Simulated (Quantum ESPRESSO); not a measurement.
pw.x input (Quantum ESPRESSO 7.5; PBEsol, PseudoDojo standard norm-conserving files, fully relativistic):

```
&CONTROL
  calculation = 'scf'
  pseudo_dir = './pseudo'
  outdir = './out'
  tprnfor = .true.
  tstress = .true.
/
&SYSTEM
  ibrav = 0
  nat = 4
  ntyp = 2
  ecutwfc = 70.0
  ecutrho = 280.0
  occupations = 'smearing'
  smearing = 'fd'
  degauss = 0.002
  nbnd = 67
  noncolin = .true.
  lspinorb = .true.
/
&ELECTRONS
  conv_thr = 4e-10
/
ATOMIC_SPECIES
In 114.8180 In.upf
Bi 208.9804 Bi.upf
CELL_PARAMETERS angstrom
  4.995371156000   0.000000000000   0.000000000000
  0.000000000000   4.995371156000   0.000000000000
  0.000000000000   0.000000000000   4.675992524000
ATOMIC_POSITIONS crystal
In   0.500000000000   0.500000000000   0.000000000000
In   0.000000000000   0.000000000000   0.000000000000
Bi   0.500000000000   0.000000000000   0.410547069200
Bi   0.000000000000   0.500000000000   0.589452930800
K_POINTS automatic
6 6 6 0 0 0
```

End of the output:

```

[...]
     the Fermi energy is    10.7067 ev
!    total energy              =    -591.19538628 Ry
     estimated scf accuracy    <          1.5E-10 Ry
     smearing contrib. (-TS)   =      -0.00025682 Ry
     internal energy E=F+TS    =    -591.19512947 Ry
     The total energy is F=E-TS. E is the sum of the following terms:
     one-electron contribution =    -159.46651051 Ry
     hartree contribution      =     119.83263455 Ry
     xc contribution           =    -163.67484854 Ry
     ewald contribution        =    -387.88640496 Ry
     convergence has been achieved in   8 iterations
     Forces acting on atoms (cartesian axes, Ry/au):
     atom    1 type  1   force =     0.00000000    0.00000000    0.00000000
     atom    2 type  1   force =     0.00000000    0.00000000    0.00000000
     atom    3 type  2   force =     0.00000000    0.00000000   -0.00245877
     atom    4 type  2   force =     0.00000000    0.00000000    0.00245877
     Total force =     0.003477     Total SCF correction =     0.000052
     Computing stress (Cartesian axis) and pressure
          total   stress  (Ry/bohr**3)                   (kbar)     P=        2.58
   0.00001319   0.00000000   0.00000000            1.94        0.00        0.00
   0.00000000   0.00001319   0.00000000            0.00        1.94        0.00
   0.00000000   0.00000000   0.00002621            0.00        0.00        3.86
```

Geometry relaxed with PBE+D3(BJ).
